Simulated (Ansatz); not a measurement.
A relaxed cell of B4N3 is given with its symmetry left out. The cell was found from a proposed guess, not taken from experiment.

Level of theory: DFT PBE, scalar-relativistic, plane waves, PAW in Ansatz 0.2.0. Cutoff 420 eV, Γ-centred mesh, Gaussian smearing, no spin polarisation.

```xyz
7
Lattice="3.6057 0.0000 0.0000 0.0000 3.6057 0.0000 0.0000 0.0000 3.6057" Properties=species:S:1:pos:R:3 pbc="T T T"
B     2.6634    0.9423    2.6634
B     0.9423    2.6634    2.6634
B     2.6634    2.6634    0.9423
B     0.9423    0.9423    0.9423
N     1.8028    1.8028    0.0000
N     1.8028    0.0000    1.8028
N     0.0000    1.8028    1.8028
```

Energies over the elements count from the elements' standard structures at the same level (N₂ as a molecule), with no fitted energy shifts.

Q: What space group does it have?

A: P-43m (No. 215). Conventional cell: a = 3.606 Å. B is surrounded by 3 N at 1.54 Å; N is surrounded by 4 B at 1.54 Å.

Q: What is its formation energy per atom?

A: −0.37 eV/atom.

Q: Is it a metal?

A: Yes, bands cross the Fermi level on the 8×8×8 mesh.

The last run used an 8×8×8 mesh for its 7-atom cell and Gaussian smearing of 0.10 eV. An odd number of electrons in the primitive cell allows no gap without spin; a larger cell or a magnetic state could open one. A later test with randomly moved atoms came back to the same energy, though modes that don't fit the test's cell weren't probed. Another cell of the same search, in C2, lies 56 meV/atom lower, so this cell isn't the stable form at this level.
